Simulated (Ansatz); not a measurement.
# Ti$_{3}$O$_{4}$ (I4/mmm), one atom moved along a line

Theory: Ansatz, DFT PBEsol, scalar-relativistic, plane waves, PAW. The runs took a 420 eV cutoff, a Γ-centred 14×14×14 mesh and Gaussian smearing (0.15 eV). No spin polarisation. Energies are free energies at this smearing, counted from the undisturbed cell; pressure is positive in compression.

The undisturbed cell (relaxed at this level; it needn't be the usual structure):

```
Ti O
1.0
    -2.05004    2.05004    4.04887
     2.05004   -2.05004    4.04887
     2.05004    2.05004   -4.04887
Ti O
3 4
Cartesian
  2.0500 0.0000 2.0244
  0.0000 0.0000 4.0489
  0.0000 2.0500 2.0244
  2.0500 0.0000 0.0000
  0.0000 0.0000 1.9653
  0.0000 2.0500 0.0000
  0.0000 0.0000 6.1325
```

Atom 1 (Ti) is moved by x along the Cartesian unit vector (0.000, 0.000, 1.000); the cell and all other atoms stay fixed. The cell is metallic on the mesh throughout.

| x (Å) | ΔE (meV/cell) |
| --- | --- |
| -0.6000 | 4595.1 |
| -0.2000 | 254.0 |
| 0.0000 | 0.0 |
| 0.4000 | 1366.6 |

Cost: 4 runs of about 12 core-minutes in all, on Intel Xeon Processor @ 2.50GHz (Skylake/Cascade Lake) (shared hosts).